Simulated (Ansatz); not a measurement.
SiGe$_{3}$:
```cif
data_Ge3Si
_chemical_formula_sum 'Si1 Ge3'
_space_group_name_H-M_alt 'P-4m2'
_space_group_IT_number 115
_space_group_name_Hall 'P -4 -2'
_cell_length_a 3.96655
_cell_length_b 3.96655
_cell_length_c 5.59420
_cell_angle_alpha 90.000
_cell_angle_beta 90.000
_cell_angle_gamma 90.000
loop_
_atom_site_label
_atom_site_type_symbol
_atom_site_symmetry_multiplicity
_atom_site_Wyckoff_symbol
_atom_site_fract_x
_atom_site_fract_y
_atom_site_fract_z
_atom_site_occupancy
Si1 Si 1 a 0.00000 0.00000 0.00000 1
Ge1 Ge 2 g 0.50000 0.00000 0.24409 1
Ge2 Ge 1 c 0.50000 0.50000 0.50000 1
```

Relaxed with PBEsol.

Problem. Give the optical modes at the zone centre with their infrared activity from DFPT, PBEsol (plane waves, PAW; program Ansatz).

Solution. Transverse frequencies, without the LO–TO term; a row sums one degenerate level.

| ω (cm⁻¹) | degeneracy | IR ((D/Å)²/amu) | activity | symmetry |
|---|---|---|---|---|
| 82 | 2 | 0.02 | IR | E |
| 234 | 1 | 0.00 | IR-inactive | A1 |
| 266 | 1 | 0.04 | IR | B2 |
| 277 | 2 | 0.00 | IR-inactive | E |
| 389 | 2 | 0.02 | IR | E |
| 392 | 1 | 0.00 | IR-inactive | B2 |

The start of the workflow was typed in or built on a structure type; neither database checked (COD, Materials Project) lists it. Its standing as an ambient phase is unchecked. The PBEsol relaxation kept the symmetry of its start; whether a distortion lowers the energy is not shown.

Potentials: the earlier of the program's two PAW sets. The files were generated under PBE; for other functionals the program regenerates the frozen cores, and for LDA and PBEsol the local potential too.
